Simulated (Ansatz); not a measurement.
## MgAu (Pm-3m), bands, slopes and optics on a fine k mesh: input and output

Computed with r²SCAN, PAW on Ansatz 0.2.0's default frozen-core files (fitted under PBE), scalar-relativistic; not a measurement.

Cell and atoms were relaxed beforehand by PAW with this functional.

Command:

```sh
ansatz run input.yaml --threads 1 --pin off --max-ram 3072MiB --backend cpu --events-out ev --progress --plain --runs-dir out
```

Input file:

```yaml
crystal:
  lattice:
    - [3.27152752349, 0.0, 0.0]
    - [0.0, 3.27152752349, 0.0]
    - [0.0, 0.0, 3.27152752349]
  atoms:
    - { symbol: Mg, position: [0.5, 0.5, 0.5] }
    - { symbol: Au, position: [0.0, 0.0, 0.0] }
kpoints:
  mp_grid: { grid: [12, 12, 12] }
scf:
  occupations: { method: fermi_dirac, width: 0.05 }
hamiltonian:
  xc: r2scan
  pseudopotentials: { kind: paw }
output:
  forces: true
  stress: true
  eigenvalues: true
  eigenstates:
    nscf_kmesh: { grid: [16, 16, 16] }
    de_dk: true
    e_range: [-14, 14]
  optics:
    e_range: [0, 30]
    de: 0.2
    sigma: 0.2
    bands: { spectra_wanted_up_to: 30 }
    nscf_kmesh: { grid: [16, 16, 16] }
    drude_damping: 0.1
checkpoint:
  write: ck
  write_wavefunctions: false
```

Output:

```
Warning: RAYON_NUM_THREADS=1 ignored (pool sized by the plan → 1); use --threads N
Engine: ansatz 0.2.0, aarch64-unknown-linux-gnu
Pseudopotentials: kind: paw
Pseudopotential: Mg, paw, valence charge 10, recommended cutoff 500 eV (meta_gga), Mg.paw.azcp
Pseudopotential: Au, paw, valence charge 19, recommended cutoff 500 eV (meta_gga), Au.paw.azcp
Functional definition: r2SCAN
  parameter k0 = 0.174
  parameter k1 = 0.065
  parameter a1 = 4.9479
  exchange = r2scan_x(k0 = k0, k1 = k1, a1 = a1)
  correlation = r2scan_c
Crystal: 2 atoms, lattice volume = 35.015 Å³
Basis set: ecut = 500 eV, 895 PW (Γ), exchange–correlation on 96×96×96 points (64 copies of the dense FFT grid, shifted against one another)
Bands: 19, of which v1, the nominal top of the filled ones, is band 15 counted from 1 (14 counted from 0)
Symmetry: 48 space group operations
Space group: Pm-3m (ITA 221), of the structure as read, at distance tolerance 3.3e-5 Å
k-points: 84 of 1728
Non-local potential: Mg, projectors of the file, l = 0: 3, l = 1: 2, l = 2: 1
Non-local potential: Au, projectors of the file, l = 0: 3, l = 1: 2, l = 2: 2, l = 3: 1
PAW form: soft (Blöchl's): semilocal exchange-correlation on the pseudo side does not see the compensation charge
PAW frozen core: Mg, regenerated for the run's functional (the file was generated under x = pbe(κ = 0.804, μ = 0.2195149727645171), c = pbe(β = 0.06672455060314922))
PAW frozen core: Au, regenerated for the run's functional (the file was generated under x = pbe(κ = 0.804, μ = 0.2195149727645171), c = pbe(β = 0.06672455060314922))
PAW one-centre angular grid: Mg, 302 points (default); XC on 224 Gauss nodes
PAW one-centre angular grid: Au, 590 points (default); XC on 160 Gauss nodes
Initial density: superposition of atomic densities (neutral atoms: chi_scale 0, normalization atom), corrected by the library's trained network
Initial wavefunctions: pseudopotential atomic-orbital guess
[... 10 lines left out ...]
SCF iter   9: F=-15091.135842 eV  HF=-15091.135842 eV  |F-HF|=1.82e-12  |Δ(HF+E_count)|=  7.28e-12  Δρ=2.21e-8  dr2=1.87e-13  dr2_τ=1.10e-14  ethr=1.00e-12  ⟨swp⟩=5.0  Hψ=6111  notcnv=0
the search or the solves at the SCF's close seem to have found levels that the self-consistency loop had missed (the run counts 1). By its estimate they hold under 1e-12 electrons; where the run keeps them, the occupations were ...
SCF 1 converged in 9 iterations: F = -15091.135842 eV  dr2 = 1.87e-13
  greatest PAW one-centre occupation: 1.003 electrons in one spin orbital (limit 2), on the Au atom at site 1 (counted from 0), in its partial waves of l = 0
NSCF: frozen V_eff on 165 k-points
NSCF: frozen V_eff on 165 k-points
output.optics: what the bands over the 49 summed would add to eps1, eps2 and the energy-loss function is held between a lower and an upper bound (4 Lanczos steps). eps1, eps2 and their loss function (loss_summed_bands) are given ...
SCF converged after 9 iterations
Free energy (F): -15091.135842 eV
Harris-Foulkes:  -15091.135842 eV  (|F-HF|=1.82e-12)
Internal energy: -15091.131001 eV  (E = F + TS)
E sigma→0 (E₀):  -15091.133421 eV
Entropy (-TS):   -0.004842 eV (-2.421 meV/atom)
Fermi energy:    14.035205 eV
--- Per-component energies (eV) ---
  E_band       = -647.439746
  E_kinetic    = 681.519509
  E_local      = -3482.621521  (includes V_loc(G=0)·N_el)
  E_nonlocal   = 168.524232
  E_hartree    = 1363.545364
  E_xc         = -246.607308
  E_vxc        = -349.529064  (∫ρ·V_xc dr)
  E_paw        = -10026.070114  (= ΣΔE_a)
  E_vpaw       = -417.005991  (= ΣTr[D̂ρ^β])
  E_aug_tail   = 0.000703  (compensation charges beyond the density's cutoff)
  E_vtau       = 24.581635  (kinetic-family band-sum trace: ∫τ·v_τ [+ j·A + Jᵃ·Aᵃ] dr)
  E_ewald      = -3549.219333
  E_core_change = -0.202532  (= ΣΔE_core)
  E_smearing   = -0.004842  (= −TS)
  E_closure    = -0.000000  (closes the sum)
  Σ components = -15091.135842   (vs F -15091.135842, Δ=0.00e0)
--- Forces (eV/Å), atoms counted from 1 ---
  atom   1  Mg     0.00000000     0.00000000    -0.00000000
  atom   2  Au     0.00000000     0.00000000     0.00000000
  max |Σ_I F_I| component: 5.47e-29 eV/Å
--- Stress (GPa, compression-positive) ---
       -0.015162       0.000000       0.000000
       -0.000000      -0.015162       0.000000
        0.000000       0.000000      -0.015162
  P = ⅓ Tr σ = -0.0152 GPa (-0.152 kbar)
--- Fermi surface from the table of eigenstates, both spin states counted (twice the sheets' area in a run without spin) ---
  How far the three rows differ hints at the mesh's error and does not bound it.
  reading                E - E_F (eV)   area (Å⁻²)  resistivity times mean free path along x, y, z (Ω·m²), under one mean free path over the surface
  by tetrahedra                0.0217       34.186  8.9427e-16  8.9427e-16  8.9427e-16
  by the states' slopes        0.0115       33.749  9.0584e-16  9.0584e-16  9.0584e-16
  on every second point        0.0186       32.115  9.5194e-16  9.5194e-16  9.5194e-16
```

The calculation finished and met its thresholds.

**Fermi surface**

Fermi surface of a crystal from Kohn-Sham levels and slopes on the fine mesh, each state quadratic over its cell; bands counted from the lowest that crosses; Cartesian axes as in the input.

| Quantity | Value |
| --- | --- |
| Fine mesh | 16, 16, 16 |
| Density of states at fermi level | 0.2657 states/eV/atom |
| Sommerfeld coefficient | 0.6263 mJ/(mol-atom K²) |
| Plasma energy (x, y, z) | 9.007, 9.007, 9.007 eV |
| Fermi speed weighted by states | 1.391 ×10⁶ m/s |
| Fermi surface area mean of spins | 17.23 Å⁻² |
| By tetrahedra resistivity times free path | 8.943, 8.943, 8.943 ×10⁻¹⁶ Ω·m² |
| Conductivity over time (x, y, z) | 16.58, 16.58, 16.58 ×10²⁰ Ω⁻¹m⁻¹s⁻¹ |

```csv
band,filled part,states (states/eV/cell),speed (×10⁶ m/s),area (Å⁻²)
1,0.99,0.03177,1.19,0.8817
2,0.5,0.4598,1.421,15.23
3,0.01,0.03985,1.208,1.122
```

### Rigid-band curves

States and squared plasma energy if the Fermi level is shifted in rigid bands.

| Quantity | Value |
| --- | --- |
| Fine mesh | 16, 16, 16 |

```csv
level shift (eV),density of states (states/eV/cell),plasma squared x (eV²)
-1.5,0.5112,56.88
-1.4,0.5465,59.89
-1.3,0.5368,62.75
-1.2,0.5298,65.58
-1.1,0.5419,68.42
-1,0.5441,70.89
-0.9,0.5409,72.99
-0.8,0.5345,74.69
-0.7,0.5288,75.9
-0.6,0.5515,76.85
-0.5,0.5614,77.39
-0.4,0.54,77.5
-0.3,0.53,78
-0.2,0.5309,78.96
-0.1,0.5318,80.05
0,0.5312,81.12
0.1,0.5289,82.04
0.2,0.525,82.7
0.3,0.5205,83.04
0.4,0.5166,83.11
0.5,0.5147,83.13
0.6,0.5147,83.32
0.7,0.5156,83.73
0.8,0.5168,84.39
0.9,0.5175,85.04
1,0.5166,85.31
1.1,0.5154,85.19
1.2,0.5146,84.73
1.3,0.5133,83.83
1.4,0.5133,82.66
1.5,0.5169,81.6
```

Dielectric function:

Independent-particle optical response of a crystal from Kohn-Sham bands on the fine mesh with a Drude term, no local fields or excitons.

| Item | Value |
| --- | --- |
| Fine mesh | 16, 16, 16 |
| Line width | 0.2 eV |
| Drude damping | 0.1 eV |

| photon energy (eV) | dielectric real xx | dielectric imag xx |
| --- | --- | --- |
| 1.8 | -35.16 | 23.73 |
| 3.6 | -5.8 | 1.718 |
| 5.4 | -0.019 | 3.16 |
| 7.2 | -0.33 | 2.152 |
| 9 | 0.486 | 1.92 |
| 10.8 | 0.652 | 2.09 |
| 12.6 | 0.406 | 1.867 |
| 14.4 | 0.041 | 1.364 |
| 16.2 | 0.544 | 1.118 |
| 18 | 0.507 | 1.081 |
| 19.8 | 0.512 | 0.822 |
| 21.6 | 0.779 | 0.84 |
| 23.4 | 0.549 | 0.816 |
| 25.2 | 0.672 | 0.642 |
| 27 | 0.692 | 0.572 |
| 28.8 | 0.795 | 0.522 |

Keep in mind: frozen-core PAW files fitted under PBE, their cores solved anew for the functional of the run; no spin-orbit coupling on heavy atoms; filled d bands lie too high at this level, so their transitions start too early; these sums move with the mesh, by several per cent and more for small sheets.

It took 2.3 min on 1 thread of Arm Neoverse V2, with other jobs on the host, peak memory 1.1 GiB.
